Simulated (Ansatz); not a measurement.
**Computed properties of VSi**

VSi:
```cif
data_Si2V2
_chemical_formula_sum 'V2 Si2'
_space_group_name_H-M_alt 'P 1'
_space_group_IT_number 1
_cell_length_a 4.25088
_cell_length_b 4.25088
_cell_length_c 4.25088
_cell_angle_alpha 60.000
_cell_angle_beta 60.000
_cell_angle_gamma 60.000
loop_
_space_group_symop_operation_xyz
  'x, y, z'
loop_
_atom_site_label
_atom_site_type_symbol
_atom_site_fract_x
_atom_site_fract_y
_atom_site_fract_z
_atom_site_occupancy
V1 V 0.00000 0.00000 0.00000 1
Si1 Si 0.25000 0.25000 0.25000 1
V2 V 0.50000 0.50000 0.50000 1
Si2 Si 0.75000 0.75000 0.75000 1
```
The run is spin-polarised; directions of the spins, atom by atom: ↑ 0 ↓ 0.

Space group Pm-3m (No. 221), CsCl type; conventional cell a = 3.006 Å, b = 3.006 Å, c = 3.006 Å, α = 90.00°, β = 90.00°, γ = 90.00°.

Method: DFT-r²SCAN in the program Ansatz with PAW potentials. The cell and atoms are relaxed at this level. Other levels are named where they apply.

### Cell and energy

```yaml
volume_per_atom: 13.58 Å³
density: 4.83 g/cm³
Formation energy from the elements (no fitted shifts): -0.23 eV/atom
```

### Electronic structure

```yaml
electronic_character: metallic (no gap)
Density of states at the Fermi level: 0.31 states/eV per atom (mean over ±0.08 eV)
```

### Magnetism

```yaml
magnetic_order: antiferromagnetic
net_moment: 0.00 μB per atom
```

### Mechanics

```yaml
Bulk modulus (Birch–Murnaghan fit): 134 GPa
Pressure derivative B′: 4.3
mechanical_stability: unstable (C has a negative eigenvalue)
```

### Charges

```yaml
bader_charges: V +0.77, Si -0.77 e
```

A made-up cell: these elements were put on the sites of a structure type; neither database checked (COD, Materials Project) lists it. Its standing as an ambient phase is unchecked. The cell was relaxed with r²SCAN under the symmetry of its start, as lowered by the spin order. Spin order of the final state: antiferromagnetic, chosen from 3 collinear starts compared on coarse meshes (ties went to the first, and starts can fall back to one state), not a proven ground state. Other orbital occupations within this spin state were not tried. Point labels and valley counts follow the cell and symmetry of the run, lower than the named group. The references are the lowest solids computed at this level, not always the standard phases.

Potentials: the earlier of the program's two PAW sets.
